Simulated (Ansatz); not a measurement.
BP in space group P6_3/mmc (No. 194; B on 2c, P on 2d) at seven volumes, plane-wave PAW PBE+D3(BJ) (Ansatz code), shape and atoms relaxed at each. One row is withheld.

| V (Å³/atom) | P (GPa) |
|---|---|
| 15.316 | ? |
| 15.821 | 1.18 |
| 16.326 | 0.56 |
| 16.831 | -0.01 |
| 17.336 | -0.43 |
| 17.841 | -0.73 |
| 18.346 | -1.01 |

Task: Fit the shown pressures and predict the withheld one.

Result: P = (3/2)B₀(x^(7/2) − x^(5/2))[1 + (3/4)(B′ − 4)(x − 1)] with x = (V₀/V)^(2/3). Least squares on the six rows gives V₀ = 16.837 Å³/atom, B₀ = 15.6 GPa, B′ = 6.58. At V = 15.316, x = 1.0652 and P = 2.01 GPa. The run itself gave 1.82 GPa.

The start of the workflow was typed in or built on a structure type; neither database checked (COD, Materials Project) lists it. It is not the phase usual at ambient conditions (space group No. 216). Symmetry was held in the PBE+D3(BJ) relaxation; whether a distortion lowers the energy is not shown.

Potentials: the earlier of the program's two PAW sets.
